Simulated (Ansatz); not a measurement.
A geometry of TiC away from equilibrium: step 2 of the relaxation of a relaxed TiC cell displaced along its unstable phonon at q = (½, 0, 0) of its primitive reciprocal cell (66i cm⁻¹), largest move 0.15 Å. Method: PBE (plane waves to 420 eV, PAW, scalar-relativistic; Ansatz, a quantum-chemistry and plane-wave program). Γ-centred k-mesh 4×8×12 on the run's cell (coarser than for final values), Fermi–Dirac smearing 0.05 eV.

```yaml
crystal:
  lattice:
    - [8.02726, 0.00000, -0.02424]
    - [0.00000, 4.00780, 0.00000]
    - [-0.00811, 0.00000, 2.69694]
  atoms:
    - { symbol: Ti, position: [0.00408, 0.00000, 0.96373] }
    - { symbol: Ti, position: [0.49749, 0.00000, 0.03849] }
    - { symbol: Ti, position: [0.24739, 0.50000, 0.06337] }
    - { symbol: Ti, position: [0.75103, 0.50000, 0.93364] }
    - { symbol: C, position: [0.00556, 0.50000, 0.70754] }
    - { symbol: C, position: [0.49235, 0.50000, 0.74780] }
    - { symbol: C, position: [0.24725, 0.00000, 0.30751] }
    - { symbol: C, position: [0.75485, 0.00000, 0.23791] }
```

### Question
Give the Cartesian forces on all atoms (eV/Å).

### Answer
```tsv
atom	Fx	Fy	Fz
Ti1	-0.05	0.00	-0.08
Ti2	-0.04	0.00	0.09
Ti3	0.05	0.00	0.15
Ti4	0.04	0.00	-0.18
C5	0.03	0.00	0.02
C6	0.04	0.00	0.05
C7	-0.02	0.00	-0.01
C8	-0.05	0.00	-0.05
```

### Question
What is the pressure?

### Answer
-0.1 GPa, compression positive.

No spin polarisation in the result.

The run could not lose the symmetry of its start.

Of the parent cell (P4/nmm (No. 129)): it is a generated cell of TiC: the first start was made by placing the elements on the sites of a structure type, and the end was not matched to a known phase here, so it may be hypothetical. Known forms of TiC include space group No. 225.
